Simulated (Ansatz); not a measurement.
NaF:
```
NaF
1.0
    0.00000     2.35046     2.35046
    2.35046     0.00000     2.35046
    2.35046     2.35046     0.00000
Na F
1 1
Direct
  0.00000   0.00000   0.00000
  0.50000   0.50000   0.50000
```

x, y and z are the axes in which the lattice vectors are written.

Give the high-frequency dielectric tensor and the Born effective charge tensors of the independent atoms from DFPT, plane-wave PAW PBE (Ansatz code).


ε∞:
```
1.86  0.00  0.00
0.00  1.86  0.00
0.00  0.00  1.86
```
Z* of atom 1 (Na), rows: field, columns: displacement, in e:
```
1.02  0.00  0.00
0.00  1.02  0.00
0.00  0.00  1.02
```
Z* of atom 2 (F), rows: field, columns: displacement, in e:
```
-1.02   0.00   0.00
 0.00  -1.02   0.00
 0.00   0.00  -1.02
```

Static charges for comparison (Bader): Na1 +0.88, F2 -0.88 e. Born charges measure polarisation by displacement and can exceed these by far.

Space group Fm-3m (rock salt). Symmetry was held in the PBE relaxation; phonons on a q-mesh show no instability.

Potentials: the later of the program's two PAW sets.
